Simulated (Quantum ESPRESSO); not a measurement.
pw.x input (Quantum ESPRESSO 7.5; PBEsol, PseudoDojo standard norm-conserving files, fully relativistic):

```
&CONTROL
  calculation = 'scf'
  pseudo_dir = './pseudo'
  outdir = './out'
  tprnfor = .true.
  tstress = .true.
/
&SYSTEM
  ibrav = 0
  nat = 5
  ntyp = 2
  ecutwfc = 110.0
  ecutrho = 440.0
  occupations = 'smearing'
  smearing = 'fd'
  degauss = 0.002
  nbnd = 48
  noncolin = .true.
  lspinorb = .true.
/
&ELECTRONS
  conv_thr = 5e-10
/
ATOMIC_SPECIES
O 15.9990 O.upf
La 138.9055 La.upf
CELL_PARAMETERS angstrom
  3.930779854000   0.000000000000   0.000000000000
 -1.965389927000   3.404155210000   0.000000000000
  0.000000000000   0.000000000000   6.111950000000
ATOMIC_POSITIONS crystal
O   0.666666667000   0.333333333000   0.354110000000
O   0.333333333000   0.666666667000   0.645890000000
O   0.000000000000   0.000000000000   0.000000000000
La   0.666666667000   0.333333333000   0.753760000000
La   0.333333333000   0.666666667000   0.246240000000
K_POINTS automatic
9 9 4 0 0 0
```

End of the output:

```

[...]
     the Fermi energy is    10.8091 ev
!    total energy              =    -240.21690770 Ry
     estimated scf accuracy    <          1.9E-10 Ry
     smearing contrib. (-TS)   =       0.00000000 Ry
     internal energy E=F+TS    =    -240.21690770 Ry
     The total energy is F=E-TS. E is the sum of the following terms:
     one-electron contribution =     -24.63722653 Ry
     hartree contribution      =      38.66619703 Ry
     xc contribution           =     -58.41327823 Ry
     ewald contribution        =    -195.83259996 Ry
     convergence has been achieved in  15 iterations
     Forces acting on atoms (cartesian axes, Ry/au):
     atom    1 type  1   force =    -0.00000000   -0.00000000    0.00007167
     atom    2 type  1   force =     0.00000000   -0.00000000   -0.00007167
     atom    3 type  1   force =     0.00000000   -0.00000000    0.00000000
     atom    4 type  2   force =     0.00000000    0.00000000   -0.00440225
     atom    5 type  2   force =    -0.00000000   -0.00000000    0.00440225
     Total force =     0.006227     Total SCF correction =     0.000014
     Computing stress (Cartesian axis) and pressure
          total   stress  (Ry/bohr**3)                   (kbar)     P=      -33.41
  -0.00023746  -0.00000000  -0.00000000          -34.93       -0.00       -0.00
  -0.00000000  -0.00023746  -0.00000000           -0.00      -34.93       -0.00
  -0.00000000  -0.00000000  -0.00020645           -0.00       -0.00      -30.37
```
In a gapped system the printed Fermi energy is only some level inside the gap.

Geometry of the Materials Project entry, not relaxed at this level.
